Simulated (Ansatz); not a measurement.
### Question
Free-standing sheets of TiGe2N4, MA2Z4 (octahedral core, outer Z over the far inner Z)-type layer and VSb2Te4, MnBi2Te4-type layer are relaxed with r²SCAN+D4 (plane waves, PAW; program Ansatz). Aligned at the vacuum level, what band offsets and what type of junction result?

### Answer
TiGe2N4: VBM -6.38, CBM -5.25 eV; VSb2Te4: VBM -4.23, CBM -3.91 eV. Valence offset 2.15 eV (VSb2Te4 higher), conduction offset 1.35 eV (TiGe2N4 lower): type III (broken gap).

Mismatch of the primitive lattice constants: 3.041 against 4.224 Å, 28.0 %.

Natural alignment of Kohn–Sham levels: no interface dipole, strain or quasiparticle shift.

Spin orders computed, not proven ground states: VSb2Te4, MnBi2Te4-type layer ferromagnetic. All cells were relaxed under the symmetry of their starts (and spin orders); stability against distortions was not tested throughout. Rows with no word on spin ran without spin polarisation. Spin–orbit coupling is left out wherever it is not named. Constructed layers (a layer type filled with these elements): TiGe2N4, MA2Z4 (octahedral core, outer Z over the far inner Z)-type layer; VSb2Te4, MnBi2Te4-type layer.

Potentials: the later of the program's two PAW sets.
